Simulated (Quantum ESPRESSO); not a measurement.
## Calculated data, HfSiO4 (made-up cell)

Calculation on a made-up crystal cell, not a measurement: periodic Kohn-Sham density functional theory in plane waves with PseudoDojo standard norm-conserving scalar-relativistic pseudopotentials, each functional with its own files (v0.5 for PBE, v0.4.1 for LDA and PBEsol), no spin polarisation, no spin-orbit coupling, atoms not relaxed, stress positive in tension, energies less a fixed whole-eV offset for each atom's element; levels are Kohn-Sham levels at fractions of this cell's reciprocal vectors, counted from the reference band (half the neutral cell's valence electrons, rounded up) at Gamma; error bars cover cutoff and k-mesh only, not smearing or the files; each bar is the largest change over components, and at least 0.002 eV, 0.002 eV per angstrom or 0.02 GPa; added strain carries the atoms with the cell, and shear is the tensor component; no dispersion term; energies are for the whole cell, and the offsets were chosen from early runs and are not element reference energies. Program: Quantum ESPRESSO 7.5.

HfSiO4 (made-up cell)

```
CELL_PARAMETERS angstrom
4.68780 -0.02990 -0.02150
-0.02990 4.74410 -0.00080
-0.02790 -0.00100 6.05860
ATOMIC_POSITIONS crystal
Hf 0.99333 0.99049 0.99644
Si 0.50378 0.51028 0.25609
Hf 0.00584 0.00427 0.49667
Si 0.49038 0.49993 0.75044
O 0.30814 0.30630 0.01158
O 0.68972 0.68951 0.99874
O 0.80480 0.19037 0.25297
O 0.20752 0.81203 0.24791
O 0.29870 0.31149 0.50977
O 0.69076 0.69460 0.49013
O 0.80900 0.19421 0.75018
O 0.19358 0.80123 0.74965
```

- lattice type: rutile, doubled along c
- functional: pbe
- cutoff: 1143 eV
- fermi dirac smearing: 0.025 eV
- scf tolerance: 1e-07 eV
- electrons removed: 0
- k mesh: 5 x 5 x 4, shifted by half a step
- free energy less offsets: 1.142 eV
- scf iterations: 13
- smearing term minus ts: 0 eV
- pressure: -5.414 GPa
- stress xx: 4.64 GPa
- stress yy: 6.279 GPa
- stress zz: 5.322 GPa
- stress yz: 2.192 GPa
- stress xz: -0.9368 GPa
- stress xy: -6.734 GPa
- error bar energy: 0.002821 eV
- error bar stress: 0.03688 GPa
- error bar force: 0.002 eV/Å
- error bars from: tighter rerun of a related cell

Atoms:
| atoms element | atom site | atom energy offset (eV) |
| --- | --- | --- |
| Hf | 1 | -1535 |
| Si | 2 | -115 |
| Hf | 3 | -1535 |
| Si | 4 | -115 |
| O | 5 | -452 |
| O | 6 | -452 |
| O | 7 | -452 |
| O | 8 | -452 |
| O | 9 | -452 |
| O | 10 | -452 |
| O | 11 | -452 |
| O | 12 | -452 |

Forces:
| site | x (eV/Å) | y (eV/Å) | z (eV/Å) |
| --- | --- | --- | --- |
| 1 | 0.4059 | 0.8425 | 0.6139 |
| 2 | -0.3658 | -0.09701 | -0.687 |
| 3 | -0.365 | -0.4406 | 0.09588 |
| 4 | -0.2673 | -0.1198 | 0.4876 |
| 5 | 2.405 | 2.676 | -0.3409 |
| 6 | -2.734 | -2.827 | -0.03554 |
| 7 | -2.578 | 2.709 | -0.4855 |
| 8 | 2.46 | -2.863 | 0.3119 |
| 9 | 3.501 | 3.323 | 0.2326 |
| 10 | -2.645 | -2.889 | 0.06918 |
| 11 | -2.756 | 2.597 | -0.302 |
| 12 | 2.938 | -2.913 | 0.03977 |

Notes: the hafnium pseudopotential is less sure than the others, with forces about 3 percent (worst 6) and pressure in oxides about 1.5 GPa (worst 2.7) from a second method in checks, which the error bars do not cover.
